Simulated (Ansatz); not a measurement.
WSeS, first-principles data

WSeS:
```
CELL_PARAMETERS angstrom
      3.18734     0.00000     0.00000
     -1.59367     2.76032     0.00000
      0.00000     0.00000    12.49969
ATOMIC_POSITIONS crystal
  W  0.33333 0.66667 0.25990
  W  0.66667 0.33333 0.74010
  Se 0.33333 0.66667 0.87615
  Se 0.66667 0.33333 0.12385
  S  0.66667 0.33333 0.38216
  S  0.33333 0.66667 0.61784
```

Space group P-3m1 (No. 164); conventional cell a = 3.187 Å, b = 3.187 Å, c = 12.500 Å, α = 90.00°, β = 90.00°, γ = 120.00°.

Method: the program Ansatz at the LDA level (PAW). Structure relaxed to zero pressure with the same functional. Other levels are named where they apply.

Cell and energy:

Volume per atom: 18.33 Å³
Density: 8.90 g/cm³
Formation energy from the elements (no fitted shifts): -0.77 eV/atom

Electronic structure:

- Band gap = 0.68 eV (indirect)
- Valence-band maximum = at Γ
- Conduction-band minimum = on the K–Γ line, 46 % of the way from K (6 equivalent valleys)
- Smallest direct gap on the standard path = 1.76 eV
- Electron effective mass = 0.43, 0.46, 0.53 mₑ (principal values)
- Hole effective mass = 0.62, 0.62, 1.6 mₑ (principal values)

Dielectric response:

* **Electronic dielectric constant ε∞ (DFPT)**: 14.8 (xx = yy), 7.38 (zz)
* **Static dielectric constant ε0 (ions relaxed, cell fixed)**: 15.0 (xx = yy), 7.43 (zz)
* **Born charges (a third of the trace)**: W -0.93, Se +0.64, S +0.29 e

Phonons:

- Highest zone-centre frequency (without LO–TO term): 424 cm⁻¹
- Zone-centre stability: no imaginary mode at Γ

The first step of the workflow began from a Materials Project structure, measured or hypothetical; the Crystallography Open Database copy checked does not list it. Its standing as an ambient phase is unchecked. The LDA relaxation kept the symmetry of its start. The run is not spin-polarised. A crystal of weakly bound layers computed without a dispersion correction: the cell and the soft elastic constants depend strongly on that. The references are the lowest solids computed at this level, not always the standard phases. Scalar-relativistic: spin–orbit coupling is off unless named, which matters more the heavier the elements.

Potentials: the later of the program's two PAW sets.
